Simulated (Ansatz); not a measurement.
# Ansatz run, Ag5Sn2O6

The input, for Ansatz 0.2.0 (plane waves, PAW):

```yaml
crystal:
  lattice:
    - [2.951352, 5.111887, 0.0]
    - [-2.951352, 5.111887, 0.0]
    - [0.0, 0.0, 6.388716]
  atoms:
    - { symbol: Ag, position: [0.0, 0.0, 0.264] }
    - { symbol: O, position: [0.397, 0.603, 0.829] }
    - { symbol: O, position: [0.0, 0.397, 0.829] }
    - { symbol: O, position: [0.603, 0.0, 0.829] }
    - { symbol: O, position: [0.603, 0.397, 0.215] }
    - { symbol: O, position: [0.0, 0.603, 0.215] }
    - { symbol: O, position: [0.397, 0.0, 0.215] }
    - { symbol: Ag, position: [0.5, 0.5, 0.522] }
    - { symbol: Ag, position: [0.0, 0.5, 0.522] }
    - { symbol: Ag, position: [0.5, 0.0, 0.522] }
    - { symbol: Sn, position: [0.3333, 0.3334, 0.022] }
    - { symbol: Sn, position: [0.6667, 0.6666, 0.022] }
    - { symbol: Ag, position: [0.0, 0.0, 0.736] }
  symmetry: { tolerance: 0.0003 }
kpoints:
  mp_grid: { grid: [5, 5, 4], shift: [0, 0, 0] }
  band_path:
    path:
      - [0.0, 0.0, 0.0]
      - [0.49999992, 0.50000003, 0.0]
      - [0.33333328, 0.66666678, 0.0]
      - [0.0, 0.0, 0.0]
      - [0.0, 0.0, 0.5]
      - [0.49999992, 0.50000003, 0.5]
      - [0.33333328, 0.66666678, 0.5]
      - [0.0, 0.0, 0.5]
      - [0.49999992, 0.50000003, 0.5]
      - [0.49999992, 0.50000003, 0.0]
      - [0.33333328, 0.66666678, 0.5]
    npoints: 6
magnetization:
  spin_polarized: false
scf:
  occupations: { method: gaussian, width: 0.0191 }
  lower_state_search: "off"
  max_iter: 200
hamiltonian:
  pseudopotentials: { kind: paw }
  xc: pbe
basis:
  ecutwfc: 420
  fft_grid_basis: typed
output:
  forces: true
  stress: true
  eigenvalues: true
  populations: true
  elf: true
  write_potential: true
  volumetric_format: npy
  dos:
    e_range: [-12, 8]
    de: 0.05
    projected: { site_lists: { Ag: [Ag], O: [O], Sn: [Sn] } }
checkpoint:
  read: saved_state
```

The run starts from an earlier solution of this cell. 

Parts of the output:

```
Warning: the atoms were moved onto the symmetric positions of the space group found under crystal.symmetry.tolerance 3.0e-4 (fractional; no operation is sought that the atoms, as they stand in a round, miss by more than twice it, and no atom is moved by as much as it), and the run uses the moved positions.
Pseudopotentials: kind: paw
Pseudopotential: Ag, paw, valence charge 19, recommended cutoff 420 eV (normal), Ag.paw.azcp
Pseudopotential: O, paw, valence charge 6, recommended cutoff 420 eV (normal), O.paw.azcp
Pseudopotential: Sn, paw, valence charge 14, recommended cutoff 420 eV (normal), Sn.paw.azcp
Functional definition: PBE
  exchange = pbe_x(kappa = kappa, mu = beta*pi^2/3)
  correlation = pbe_c(beta = beta)
Crystal: 13 atoms, lattice volume = 192.773 Å³
Basis set: ecut = 420 eV, 3765 PW (Γ), exchange–correlation on 80×80×90 points (8 copies of the dense FFT grid, shifted against one another)
Bands: 96, of which v1, the nominal top of the filled ones, is band 80 counted from 1 (79 counted from 0)
Symmetry: 6 space group operations
Space group: P31m (ITA 157), of the structure as read, at distance tolerance 1.7e-3 Å
k-points: 17 of 100 (time reversal used)
Initial density: read from a saved state, or passed on in memory by an earlier SCF of this step, an earlier step, the calling program or the single point that the run made first
Functional: x = pbe(κ = 0.804, μ = 0.2195), c = pbe(β = 0.0667)
SCF iter   1: F=—  Δρ=9.49e-4  dr2=1.77e-3
SCF iter   2: F=—  Δρ=4.85e-4  dr2=5.24e-4
SCF iter   3: F=—  Δρ=9.85e-5  dr2=3.12e-5
SCF iter   4: F=—  Δρ=3.37e-5  dr2=2.46e-6
SCF iter   5: F=—  Δρ=1.02e-5  dr2=1.81e-7
SCF iter   6: F=-53400.2958 eV  Δρ=2.31e-6  dr2=1.39e-8
Free energy (F): -53400.2958 eV
Harris-Foulkes:  -53400.2958 eV  (|F-HF|=4.75e-9)
Internal energy: -53400.2952 eV  (E = F + TS)
E sigma→0 (E₀):  -53400.2955 eV
Entropy (-TS):   -0.0006 eV (-0.045 meV/atom)
Fermi energy:    12.2726 eV
--- Per-component energies (eV) ---
  E_band       = -1657.2048
  E_kinetic    = 4054.5000
  E_local      = -16706.2192  (includes V_loc(G=0)·N_el)
  E_nonlocal   = 636.6436
  E_hartree    = 7643.8408
  E_xc         = -2120.8309
  E_vxc        = -1917.6847  (∫ρ·V_xc dr)
  E_paw        = -28750.1158  (= ΣΔE_a)
  E_vpaw       = -3012.1399  (= ΣTr[D̂ρ^β])
  E_aug_tail   = 0.0159  (compensation charges beyond the density's cutoff)
  E_ewald      = -18158.1296
  E_smearing   = -0.0006  (= −TS)
--- Stress (GPa, compression-positive) ---
       -1.9856       0.0000       0.0000
        0.0000      -1.9856       0.0000
        0.0000       0.0000       5.6530
  P = ⅓ Tr σ = 0.5606 GPa (5.606 kbar)
--- Löwdin populations: 13 sites ---
  site symbol       q [e]
     0     Ag     18.4623
     1      O      6.8255
     2      O      6.8255
     3      O      6.8255
     4      O      6.8253
     5      O      6.8253
     6      O      6.8253
     7     Ag     18.4607
     8     Ag     18.4607
     9     Ag     18.4607
    10     Sn     12.5427
    11     Sn     12.5427
    12     Ag     18.4817
  spilling = 0.0040 (of n_electrons = 159.0000)
```

Total energies depend on the potentials used, so only differences within one code and one set of settings carry meaning.

Origin: a known structure type with other elements, at an estimated volume, so it need not be a known compound. Caveats: odd electron count without spin polarisation, so a magnetic state may lie lower.
